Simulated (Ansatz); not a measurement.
## Structures of LiF2: which is lowest?

Plane-wave DFT in Ansatz with scalar-relativistic PAW potentials, cutoff 420 eV, Γ-centred meshes chosen by cell and gap, Gaussian smearing with energies taken to zero width. Every cell was relaxed (cell and atoms) in a run of its own, within the symmetry of its start. Functional: PBE.

Relaxed structures (starts from databases or built by putting these elements on another compound's sites):
A. R3m, 3 atoms in the computed cell, a = 3.103 Å, c = 14.151 Å; sites (symmetry × multiplicity) Li 3m × 3, F 3m × 3 + 3m × 3; start: built
B. I4_1/amd, 6 atoms in the computed cell, a = 2.780 Å, c = 19.567 Å; sites (symmetry × multiplicity) Li -4m2 × 4, F 2mm. × 8; start: built

Q: Rank them by energy. Could pressure change the order?

A:
| structure | group | E − E(lowest) (meV/atom) | V (Å³/atom) | gap on mesh (eV) |
| --- | --- | --- | --- | --- |
| A | R3m | 0.0 | 13.11 | 1.05 |
| B | I4_1/amd | 64 | 12.60 | 0.77 |

A is lowest, 64 meV/atom under B. B is denser by 0.51 Å³/atom, so pressure favours it: ΔE/ΔV, with ΔE in eV and 1 eV/Å³ = 160.2 GPa, gives about 20 GPa for equal enthalpy if both cells were rigid; at such pressures compression changes ΔV much, so this is a scale only. Without a dispersion term the weakly bound lowest cell is too large, so ΔV and this pressure are artefacts in part: a slight pressure closes the gap between layers first. Other structures may lie lower than all of these, and vibrations aren't counted.

Each cell of LiF2 holds layers, and where no dispersion correction was added their binding is poorly described. Magnetic cells started from one order each; another order can shift an energy by tens of meV per atom.